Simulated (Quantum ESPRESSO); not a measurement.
Empty bands for a GW run on SiC (zinc blende, space group F-43m, No. 216): 78 bands on a 6×6×6 mesh, PBEsol, PseudoDojo standard norm-conserving files, scalar-relativistic, Quantum ESPRESSO. The input, in which only the diagonalization keyword changes:

```
&CONTROL
  calculation = 'nscf'
  pseudo_dir = './pseudo'
  outdir = './out'
/
&SYSTEM
  ibrav = 0
  nat = 2
  ntyp = 2
  ecutwfc = 82.0
  ecutrho = 328.0
  occupations = 'fixed'
  force_symmorphic = .true.
  nbnd = 78
/
&ELECTRONS
  conv_thr = 2e-09
  diago_full_acc = .true.
  diago_thr_init = 1e-08
  diagonalization = 'david'
/
ATOMIC_SPECIES
C 12.0110 C.upf
Si 28.0850 Si.upf
CELL_PARAMETERS angstrom
  0.000000000000   2.178551485000   2.178551485000
  2.178551485000   0.000000000000   2.178551485000
  2.178551485000   2.178551485000   0.000000000000
ATOMIC_POSITIONS crystal
C   0.000000000000   0.000000000000   0.000000000000
Si   0.750000000000   0.750000000000   0.750000000000
K_POINTS automatic
6 6 6 0 0 0
```

| diagonalization | mean iterations per k point | rough time | largest change of an eigenvalue (eV) |
|---|---|---|---|
| david | 18 | 1 | – |
| cg | 36 | about 3× | 2e-07 |
| paro | 14 | within a factor of two | 4e-09 |

An iteration means different work in each solver, so the counts don't rank them. Times are rough ratios from shared machines.

Geometry relaxed with PBEsol.
